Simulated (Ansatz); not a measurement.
Ansatz (a first-principles code) input:

Ansatz 0.2 input:
```yaml
crystal:
  lattice:
    - [0.0, 3.1085973207, 3.1085973207]
    - [3.1085973207, 0.0, 3.1085973207]
    - [3.1085973207, 3.1085973207, 0.0]
  atoms:
    - { symbol: Pb, position: [0.5, 0.5, 0.5] }
    - { symbol: Se, position: [0.0, 0.0, 0.0] }
kpoints:
  mp_grid: { grid: [7, 7, 7] }
basis: { xc_grid: 2 }
hamiltonian:
  xc: pbe
  pseudopotentials: { kind: paw }
scf:
  occupations: { method: fixed }
output:
  optics: { e_range: [0.0, 15.0], de: 0.05, sigma: 0.1, bands: { spectra_wanted_up_to: 12 eV } }
```

Output (shortened):

```
output.optics: the spectra are integrated over the Brillouin zone by k·p interpolation around the k-points, where levels, occupations, output.optics.sigma and …
Pseudopotential: Pb, paw, valence charge 14
Pseudopotential: Se, paw, valence charge 16
Functional definition: PBE
Crystal: 2 atoms, lattice volume = 60.079 Å³
Basis set: ecut = 420 eV, 1211 PW (Γ), exchange–correlation on 60×60×60 points (8 copies of the dense FFT grid, shifted against one another)
Bands: 19, of which v1, the nominal top of the filled ones, is band 15 counted from 1 (14 counted from 0)
Symmetry: 48 space group operations
Space group: Fm-3m (ITA 225), of the structure as read, at distance tolerance 3.9e-5 Å
k-points: 20 of 343
SCF iter   1: F=—  HF=-17376.625107 eV  |F-HF|=—  |Δ(HF+E_count)|=         —  Δρ=5.28e-4  dr2=1.78e-4  ethr=1.77e-3  ⟨swp⟩=4.3  Hψ=1510  notcnv=0  defer=26
preconditioner: auto → none
SCF iter   2: F=—  HF=-17376.624130 eV  |F-HF|=—  |Δ(HF+E_count)|=   9.78e-4  Δρ=3.49e-4  dr2=3.72e-5  ethr=5.92e-7  ⟨swp⟩=2.0  Hψ=884  notcnv=0  defer=34
SCF iter   3: F=—  HF=-17376.624135 eV  |F-HF|=—  |Δ(HF+E_count)|=   4.86e-6  Δρ=1.80e-4  dr2=9.50e-6  ethr=1.24e-7  ⟨swp⟩=2.0  Hψ=677  notcnv=0  defer=26
SCF iter   4: F=—  HF=-17376.624152 eV  |F-HF|=—  |Δ(HF+E_count)|=   1.79e-5  Δρ=6.71e-5  dr2=3.35e-6  ethr=3.17e-8  ⟨swp⟩=2.0  Hψ=683  notcnv=0  defer=13
SCF iter   5: F=—  HF=-17376.624152 eV  |F-HF|=—  |Δ(HF+E_count)|=   5.05e-7  Δρ=2.33e-5  dr2=3.30e-7  ethr=1.12e-8  ⟨swp⟩=2.0  Hψ=571  notcnv=0
SCF iter   6: F=—  HF=-17376.624150 eV  |F-HF|=—  |Δ(HF+E_count)|=   1.63e-6  Δρ=3.86e-6  dr2=6.50e-9  ethr=1.10e-9  ⟨swp⟩=2.0  Hψ=680  notcnv=0
SCF iter   7: F=—  HF=-17376.624150 eV  |F-HF|=—  |Δ(HF+E_count)|=   2.19e-9  Δρ=4.24e-7  dr2=1.11e-10  ethr=2.17e-11  ⟨swp⟩=3.0  Hψ=682  notcnv=0
SCF iter   8: F=—  HF=-17376.624150 eV  |F-HF|=—  |Δ(HF+E_count)|=  5.46e-11  Δρ=2.52e-7  dr2=3.44e-11  ethr=1.00e-12  ⟨swp⟩=2.0  Hψ=680  notcnv=0
SCF iter   9: F=-17376.624150 eV  HF=-17376.624150 eV  |F-HF|=3.64e-12  |Δ(HF+E_count)|=  1.82e-11  Δρ=6.22e-8  dr2=2.19e-12  ethr=1.00e-12  ⟨swp⟩=3.2  Hψ=1540  notcnv=0
SCF 1 converged in 9 iterations: F = -17376.624150 eV  dr2 = 2.19e-12
NSCF: frozen V_eff on 20 k-points
Optics k sum: 0 of 20 k-points
Optics k sum: 1 of 20 k-points
Optics k sum: 2 of 20 k-points
Optics k sum: 3 of 20 k-points
Optics k sum: 4 of 20 k-points
Optics k sum: 5 of 20 k-points
Optics k sum: 6 of 20 k-points
Optics k sum: 7 of 20 k-points
Optics k sum: 8 of 20 k-points
Optics k sum: 9 of 20 k-points
Optics k sum: 10 of 20 k-points
Optics k sum: 11 of 20 k-points
Optics k sum: 12 of 20 k-points
Optics k sum: 13 of 20 k-points
Optics k sum: 14 of 20 k-points
Optics k sum: 15 of 20 k-points
Optics k sum: 16 of 20 k-points
Optics k sum: 17 of 20 k-points
Optics k sum: 18 of 20 k-points
Optics k sum: 19 of 20 k-points
Optics k sum: 20 of 20 k-points
Optics k sum: 0 of 20 k-points
Optics k sum: 1 of 20 k-points
Optics k sum: 2 of 20 k-points
Optics k sum: 3 of 20 k-points
Optics k sum: 4 of 20 k-points
Optics k sum: 5 of 20 k-points
Optics k sum: 6 of 20 k-points
Optics k sum: 7 of 20 k-points
Optics k sum: 8 of 20 k-points
Optics k sum: 9 of 20 k-points
Optics k sum: 10 of 20 k-points
Optics k sum: 11 of 20 k-points
Optics k sum: 12 of 20 k-points
Optics k sum: 13 of 20 k-points
Optics k sum: 14 of 20 k-points
Optics k sum: 15 of 20 k-points
Optics k sum: 16 of 20 k-points
Optics k sum: 17 of 20 k-points
Optics k sum: 18 of 20 k-points
Optics k sum: 19 of 20 k-points
Optics k sum: 20 of 20 k-points
NSCF: frozen V_eff on 1 k-points
NSCF: frozen V_eff on 1 k-points
NSCF: frozen V_eff on 1 k-points
NSCF: frozen V_eff on 1 k-points
output.optics: what the bands over the 32 summed would add to eps1, eps2 and the energy-loss function is held between a lower and an upper bound (7 Lanczos …
SCF converged after 9 iterations
Free energy (F): -17376.624150 eV
Harris-Foulkes:  -17376.624150 eV  (|F-HF|=3.64e-12)
Internal energy: -17376.624150 eV  (E = F + TS)
E sigma→0 (E₀):  -17376.624150 eV
Fermi energy:    8.051295 eV
--- Per-component energies (eV) ---
  E_band       = -442.755318
  E_kinetic    = 404.901415
  E_local      = -3601.885448  (includes V_loc(G=0)·N_el)
  E_nonlocal   = -245.916603
  E_hartree    = 1671.437256
  E_xc         = -325.226831
  E_vxc        = -230.725087  (∫ρ·V_xc dr)
  E_paw        = -12314.679017  (= ΣΔE_a)
  E_vpaw       = -112.003648  (= ΣTr[D̂ρ^β])
  E_aug_tail   = -0.000542  (compensation charges beyond the density's cutoff)
  E_ewald      = -2965.254380
  E_smearing   =  0.000000  (= −TS)
  E_closure    = 0.000000  (closes the sum)
  Σ components = -17376.624150   (vs F -17376.624150, Δ=0.00e0)
  [band-id]    e_kinetic+e_local+e_nonlocal+2·e_hartree+e_vxc+e_vpaw+e_augmentation_tail = -442.755402   (vs E_band -442.755318, Δ=-8.31e-5)
--- Band table (eV; the first three rows and the last of 20) ---
  k-point 0: bands = ["-38.7557", "-38.7557", "-38.7537", "-38.7537", "-38.7537", "-8.4888", "-8.4888", "-8.4888", "-8.4829", "-8.4829", "-4.9284", "1.9173", "6.6114", "6.6114", "6.6114", "12.8925", "12.8925", "12.8925", "14.9058"]
  k-point 1: bands = ["-38.7557", "-38.7557", "-38.7537", "-38.7537", "-38.7537", "-8.4885", "-8.4885", "-8.4881", "-8.4818", "-8.4818", "-4.7878", "1.4922", "6.6609", "6.6609", "6.8993", "11.6812", "12.1295", "12.1295", "14.7000"]
  k-point 2: bands = ["-38.7557", "-38.7557", "-38.7537", "-38.7537", "-38.7537", "-8.4961", "-8.4961", "-8.4867", "-8.4709", "-8.4709", "-4.4191", "0.5945", "6.8018", "6.8018", "7.4649", "10.1009", "10.9512", "10.9512", "15.0725"]
  k-point 19: bands = ["-38.7557", "-38.7557", "-38.7537", "-38.7537", "-38.7536", "-8.5502", "-8.4850", "-8.4808", "-8.4725", "-8.4539", "-3.6654", "0.3745", "4.2859", "4.9053", "7.3299", "10.3935", "12.7685", "13.3380", "15.2339"]
```

Cost: about 11 core-seconds (a rough figure) on shared cores.

The PBE relaxation kept the symmetry of its start. Spin–orbit coupling is left out wherever it is not named.

Potentials: the later of the program's two PAW sets.

Ansatz is a plane-wave DFT program.
